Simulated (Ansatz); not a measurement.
Sr (β-Sn type, space group No. 141) at seven volumes, the program Ansatz at the LDA level (PAW), shape and atoms relaxed at each. One row is withheld.

```
V (Å³/atom)  P (GPa)
-----------  -------
42.699          1.22
44.107          0.75
45.515             ?
46.922          0.00
48.330         -0.29
49.738         -0.54
51.146         -0.75
```

### Question
Fit the shown pressures and predict the withheld one.

### Answer
Third-order Birch–Murnaghan: P = (3/2)B₀(x^(7/2) − x^(5/2))[1 + (3/4)(B′ − 4)(x − 1)] with x = (V₀/V)^(2/3). Least squares on the six rows gives V₀ = 46.930 Å³/atom, B₀ = 10.52 GPa, B′ = 4.35. At V = 45.515, x = 1.0206 and P = 0.34 GPa. The run itself gave 0.34 GPa.

Space group I4_1/amd (β-Sn type). The first step of the workflow began from a Materials Project structure, measured or hypothetical; the Crystallography Open Database copy checked does not list it. It is not the phase usual at ambient conditions (space group No. 225). Symmetry was held in the LDA relaxation; phonons show weakly imaginary modes.

Potentials: the earlier of the program's two PAW sets. The files were generated under PBE; for other functionals the program regenerates the frozen cores, and for LDA and PBEsol the local potential too.
